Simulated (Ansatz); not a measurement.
Space group P6_3/mmc (No. 194). a = 3.230 Å, b = 3.230 Å, c = 12.415 Å, α = 90.00°, β = 90.00°, γ = 120.00°
```tsv
atom	site	symmetry	x	y	z
W	2c	-6m2	0.3333	0.6667	0.2500
Se	4f	3m.	0.3333	0.6667	0.6146
```

Equation of state of this WSe₂ structure (not necessarily the ground state), with shape and atoms relaxed at each volume where symmetry leaves them free. Computed with DFT PBEsol+D3(BJ), scalar-relativistic, plane waves, PAW (Ansatz 0.2.0).

Settings: cutoff 420 eV, Γ-centred mesh 12×12×2 on the computed 6-atom cell, Gaussian smearing of 0.02 eV; no spin polarisation.

```json
{"V (Å³/atom)": "16.456", "E − E(largest V) (meV/atom)": "57.84", "P (GPa)": "14.46", "gap on mesh (eV)": "0.24"}
{"V (Å³/atom)": "17.017", "E − E(largest V) (meV/atom)": "16.13", "P (GPa)": "9.53", "gap on mesh (eV)": "0.37"}
{"V (Å³/atom)": "17.578", "E − E(largest V) (meV/atom)": "-10.02", "P (GPa)": "5.55", "gap on mesh (eV)": "0.49"}
{"V (Å³/atom)": "18.139", "E − E(largest V) (meV/atom)": "-23.75", "P (GPa)": "2.41", "gap on mesh (eV)": "0.60"}
{"V (Å³/atom)": "18.700", "E − E(largest V) (meV/atom)": "-27.78", "P (GPa)": "0.00", "gap on mesh (eV)": "0.71"}
{"V (Å³/atom)": "19.261", "E − E(largest V) (meV/atom)": "-24.51", "P (GPa)": "-1.76", "gap on mesh (eV)": "0.81"}
{"V (Å³/atom)": "19.822", "E − E(largest V) (meV/atom)": "-16.08", "P (GPa)": "-2.95", "gap on mesh (eV)": "0.92"}
{"V (Å³/atom)": "20.570", "E − E(largest V) (meV/atom)": "0.00", "P (GPa)": "-3.80", "gap on mesh (eV)": "1.06"}
```

**Question.** Fit a third-order Birch–Murnaghan equation to E(V).

**Answer.** V0 = 18.71 Å³/atom, B0 = 67 GPa, B0' = 9.0.

Spin-orbit coupling is left out, which matters for the bands of heavy elements.

Cost: 8 runs of about 12 core-minutes in all, on Intel Xeon Platinum 8259CL (Skylake/Cascade Lake) (shared hosts).